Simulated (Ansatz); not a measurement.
The cell below belongs to a search over invented structures; it isn't taken from experiment.

Input and command of a plane-wave DFT calculation in Ansatz:

```yaml
crystal:
  lattice:
    - [2.88140809, 0.0, 0.0]
    - [0.0, 2.88140809, 0.0]
    - [0.0, 0.0, 7.0607612]
  atoms:
    - { symbol: Be, position: [0.5, 0.5, 0.66965683] }
    - { symbol: Be, position: [0.5, 0.5, 0.33034317] }
    - { symbol: Be, position: [0.0, 0.0, 0.0] }
    - { symbol: Cd, position: [0.0, 0.0, 0.5] }
    - { symbol: F, position: [0.5, 0.5, 0.5] }
basis:
  ecutwfc: 420
kpoints:
  mp_grid: { grid: [6, 6, 4] }
hamiltonian:
  xc: pbe
scf:
  occupations: { method: gaussian, width: 0.1 }
  lower_state_search: "off"
output:
  forces: true
  stress: true
  eigenvalues: true
relax:
  adjacent_minimum: "off"
  f_tol: 0.04
  max_steps: 70
  cell: { stress_tol: 0.4 }
```

```bash
ansatz run input.yaml --threads 1 --pin off --max-ram 2048MiB --backend cpu --events-out ev --progress --plain --runs-dir out
```

Processor: Arm Neoverse N1, 1 thread, on a host shared with other jobs.

How long does it run, and how much memory does it take?

About 86 s, peak memory 0.4 GiB. It solves 22 bands at 30 k points (after reduction by symmetry) with about 1337 plane waves (on the last cell), in 115 SCF iterations over 18 ionic steps.
